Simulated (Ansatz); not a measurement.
InSb:
Space group P6₃mc (No. 186); a = b = 4.597 Å, c = 7.565 Å, α = β = 90.00°, γ = 120.00°

```
atom  site  symmetry       x       y       z
----  ----  --------  ------  ------  ------
In      2b       3m.  0.3333  0.6667  0.0004
Sb      2b       3m.  0.3333  0.6667  0.3746
```

Relaxed with PBEsol. DFT-PBEsol in the program Ansatz with PAW potentials gives no gap.

Q: What gap does HSE06 give on the same cell (Ansatz, PAW)?

A: 0.40 eV. The hybrid was solved on a coarser mesh and at special points; its gap is the smallest among all of these. On such a mesh it can open a false gap in a semimetal.

```csv
k,v1 PBEsol,c1 PBEsol,v1 HSE06,c1 HSE06
Γ,0.00,0.00,0.00,0.40
A,-0.61,0.79,…,…
K,-2.27,1.97,…,…
H,-1.48,1.49,-1.60,2.13
M,-1.04,1.05,…,…
L,-1.75,0.89,…,…
```

Q: Top valence (v1) and lowest conduction level (c1) in eV from each method's valence maximum (which need not be a listed point): supply the withheld HSE06 values.

A: 
- M, v1 HSE06: -1.13
- M, c1 HSE06: 1.62
- K, v1 HSE06: -2.45
- K, c1 HSE06: 2.54
- L, v1 HSE06: -1.89
- L, c1 HSE06: 1.49
- A, v1 HSE06: -0.66
- A, c1 HSE06: 1.45

Cost on shared cores: the PBEsol run (SCF on a 10×10×6 mesh, then bands and DOS) around 100 core-seconds (rough), the HSE06 run (SCF on 5×5×3, then a few points) around 4 core-minutes (rough); the tasks are unlike.

Space group P6_3mc (wurtzite). The start of the workflow was typed in or built on a structure type; neither database checked (COD, Materials Project) lists it. It is not the phase usual at ambient conditions (space group No. 216). The PBEsol relaxation kept the symmetry of its start; of distortions, only those at the zone centre were tested. Scalar-relativistic: spin–orbit coupling is off unless named, which matters more the heavier the elements.

Potentials: the later of the program's two PAW sets.
